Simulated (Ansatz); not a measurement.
The guess for Ga2Te2O was proposed by analogy with related compounds (P6_3/mmc, No. 194). Its size is a guess.

```xyz
10
Lattice="4.1000 0.0000 0.0000 -2.0500 3.5507 0.0000 0.0000 0.0000 18.6000" Properties=species:S:1:pos:R:3 pbc="T T T"
Ga    2.0500    1.1836   15.7542
Ga    2.0500    1.1836   12.1458
Ga    0.0000    2.3671    6.4542
Ga    0.0000    2.3671    2.8458
Te    0.0000    2.3671   11.0484
Te    0.0000    2.3671   16.8516
Te    2.0500    1.1836    1.7484
Te    2.0500    1.1836    7.5516
O     2.0500    1.1836   13.9500
O     0.0000    2.3671    4.6500
```

All numbers below come from DFT PBE, scalar-relativistic, plane waves, PAW (Ansatz). Cutoff 420 eV, Gaussian smearing, Γ-centred meshes. Cell and atoms relax first on a coarse mesh, the cell is then made exact in the group found at 0.06 to 0.08 Å, and last on a converged mesh; the steps can't lower the symmetry of their start. No spin polarisation.

A guess keeps its type if space group and coordination stay and the shape of the cell changes little (axis ratios within about 15 %, angles within 6°); the volume may change.

**Question.** Will the relaxed cell still be of the starting type?

**Answer.** It keeps its type. The symmetry stays P6_3/mmc (No. 194). The volume per atom grows by 14.2 %, from 27.1 to 30.9 Å³. The shortest distance goes from 1.80 Å (Ga–O) to 1.77 Å (Ga–O). The ratio c/a of the conventional cell changes by a factor of 1.09. Counting neighbours within 15 % of an atom's shortest distance, the start has Ga 1, O 2, Te 3 and the end Ga 1, O 2, Te 3.

The last run used a 6×6×2 mesh (in the run's order of axes) for its 10-atom cell and Gaussian smearing of 0.02 eV. Weakly bound directions are ill-defined at this level, which has no dispersion term. These runs have no spin–orbit coupling, which can matter for Te. A later test with randomly moved atoms led to a structure 6 meV/atom lower, so this end is a saddle point or a shallow minimum.
